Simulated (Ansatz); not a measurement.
Cd$_{2}$P$_{3}$I in space group C2/c (No. 15; Cd on 8f, P on 4e, P on 8f, I on 4e), r²SCAN in the plane-wave PAW code Ansatz. The conduction-band minimum lies on the Γ–Y line, 50 % of the way from Γ, with 2 equivalent valleys. Second derivatives d²E/dk² of the lowest band at one valley (eV·Å²), along Cartesian directions:

```json
[
 {"direction": "[100]", "d²E/dk²": "32.78"},
 {"direction": "[010]", "d²E/dk²": "23.32"},
 {"direction": "[001]", "d²E/dk²": "23.38"},
 {"direction": "[110]", "d²E/dk²": "28.07"},
 {"direction": "[101]", "d²E/dk²": "31.94"},
 {"direction": "[011]", "d²E/dk²": "23.36"}
]
```

**Question.** Find the principal effective masses, the density-of-states mass and the conductivity mass.

**Answer.** Off-diagonal terms follow from H_xy = H[110] − (H_xx + H_yy)/2, and m*/mₑ = 7.620 eV·Å² over each eigenvalue: 0.22, 0.33, 0.35. One valley's DOS mass (m₁m₂m₃)^(1/3) = 0.29, conductivity mass 3/(Σ 1/mᵢ) = 0.29 mₑ.

**Question.** What effective density of states Nc follows at 300 K for parabolic valleys?

**Answer.** Nc = 2.509e19 × 2 × (0.29)^(3/2) ≈ 7.8e18 cm⁻³.

The workflow started from a Materials Project entry (that database holds measured and hypothetical structures alike); the Crystallography Open Database copy checked does not list it. COD files the formula under space group No. 9, so this cell is another polymorph or a model. Whether it is the stable phase at ambient conditions was not checked. Symmetry was held in the r²SCAN relaxation; its stability against distortions is not shown here. Scalar-relativistic: spin–orbit coupling is off unless named, which matters more the heavier the elements.

Potentials: the later of the program's two PAW sets.

Edges and masses are those of Kohn–Sham bands, whose gap is no quasiparticle gap.
